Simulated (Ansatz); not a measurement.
Ba started on an In site next to an As vacancy in zincblende InAs, 15 atoms, charge +2

A calculation with Ansatz 0.2.0 (PAW, plane waves); the settings stand in the input.

Input file:

```yaml
crystal:
  lattice:
    - [12.174675, 0.000000, 0.000000]
    - [0.000000, 6.087337, 0.000000]
    - [0.000000, 0.000000, 6.087337]
  atoms:
    - { symbol: In, position: [0.001733, 0.998885, 0.000002] }
    - { symbol: In, position: [0.502761, 0.994068, 0.010405] }
    - { symbol: In, position: [0.252973, 0.493933, 0.008662] }
    - { symbol: In, position: [0.749808, 0.490439, 0.992263] }
    - { symbol: In, position: [0.252860, 0.002840, 0.495885] }
    - { symbol: In, position: [0.745400, 0.004754, 0.505820] }
    - { symbol: In, position: [0.001714, 0.506573, 0.500415] }
    - { symbol: As, position: [0.127186, 0.250839, 0.258100] }
    - { symbol: As, position: [0.371973, 0.761792, 0.244634] }
    - { symbol: As, position: [0.872229, 0.748563, 0.256072] }
    - { symbol: As, position: [0.377495, 0.249613, 0.754068] }
    - { symbol: As, position: [0.875908, 0.251784, 0.745671] }
    - { symbol: As, position: [0.121138, 0.742547, 0.767730] }
    - { symbol: As, position: [0.623367, 0.753433, 0.750670] }
    - { symbol: Ba, position: [0.500813, 0.499870, 0.492893] }
kpoints:
  mp_grid: { grid: [1, 1, 1], shift: [0.5, 0.5, 0.5] }
basis: { ecutwfc: 300 }
hamiltonian:
  xc: pbesol
total_charge: 2
scf:
  occupations: { method: fermi_dirac, width: 0.01 }
  max_iter: 14
output:
  forces: true
  eigenvalues: true
  stress: true
```

Started with:

```sh
ansatz run in.yaml --threads 2 --pin off --max-ram 20900MiB --runs-dir r --events-out ev --progress --plain
```

The end of the output:

```
SCF iter   5: F=—  HF=-78241.579385 eV  |F-HF|=—  |Δ(HF+E_count)|=   9.31e-2  Δρ=1.26e-2  dr2=4.05e0  ethr=8.21e-4  ⟨swp⟩=2.0  Hψ=128  notcnv=0  defer=9  recentre
SCF iter   6: F=—  HF=-78241.376154 eV  |F-HF|=—  |Δ(HF+E_count)|=   2.03e-1  Δρ=5.85e-3  dr2=8.66e-1  ethr=8.21e-4  ⟨swp⟩=1.0  Hψ=136  notcnv=0  defer=9
SCF iter   7: F=—  HF=-78241.394699 eV  |F-HF|=—  |Δ(HF+E_count)|=   1.85e-2  Δρ=9.82e-3  dr2=2.56e0  ethr=4.24e-4  ⟨swp⟩=2.0  Hψ=110  notcnv=0  defer=9  recentre
SCF iter   8: F=—  HF=-78241.393355 eV  |F-HF|=—  |Δ(HF+E_count)|=   1.34e-3  Δρ=6.79e-3  dr2=1.28e0  ethr=4.24e-4  ⟨swp⟩=2.0  Hψ=111  notcnv=0  defer=9
SCF iter   9: F=—  HF=-78241.349065 eV  |F-HF|=—  |Δ(HF+E_count)|=   4.43e-2  Δρ=3.00e-3  dr2=2.41e-1  ethr=4.24e-4  ⟨swp⟩=1.0  Hψ=136  notcnv=0  defer=9
SCF iter  10: F=—  HF=-78241.345577 eV  |F-HF|=—  |Δ(HF+E_count)|=   3.49e-3  Δρ=8.34e-4  dr2=1.82e-2  ethr=1.18e-4  ⟨swp⟩=1.0  Hψ=109  notcnv=0  defer=9
SCF iter  11: F=—  HF=-78241.345912 eV  |F-HF|=—  |Δ(HF+E_count)|=   3.34e-4  Δρ=1.28e-3  dr2=4.34e-2  ethr=8.90e-6  ⟨swp⟩=5.0  Hψ=268  notcnv=0  defer=14
automatic band count: iteration 11 solves 123 bands in place of 118: the levels no longer show a gap clear of their residuals, so the SCF keeps every band
SCF iter  12: F=—  HF=-78241.345965 eV  |F-HF|=—  |Δ(HF+E_count)|=   5.33e-5  Δρ=1.15e-3  dr2=3.46e-2  ethr=8.90e-6  ⟨swp⟩=7.0  Hψ=547  notcnv=0
SCF iter  13: F=—  HF=-78241.345530 eV  |F-HF|=—  |Δ(HF+E_count)|=   4.35e-4  Δρ=8.00e-5  dr2=1.01e-4  ethr=8.90e-6  ⟨swp⟩=4.0  Hψ=370  notcnv=0
SCF iter  14: F=—  HF=-78241.345624 eV  |F-HF|=—  |Δ(HF+E_count)|=   9.33e-5  Δρ=2.07e-4  dr2=1.09e-3  ethr=4.95e-8  ⟨swp⟩=3.0  Hψ=292  notcnv=0
Error: did not converge after 14 iterations: dr2 = 1.09e-3 (threshold 1.00e-7), under the density mixer `msr1`, which `scf.mixing.algorithm: auto` chose by the deck's other keys (type `scf.mixing.algorithm: msr1` to keep it); raise `scf.max_iter`, which need not help a stalled SCF, or adjust the mixing (`scf.mixing`) or, under a smearing, its width (`scf.occupations.width`, in either direction: an
```

The calculation stopped without meeting its thresholds.
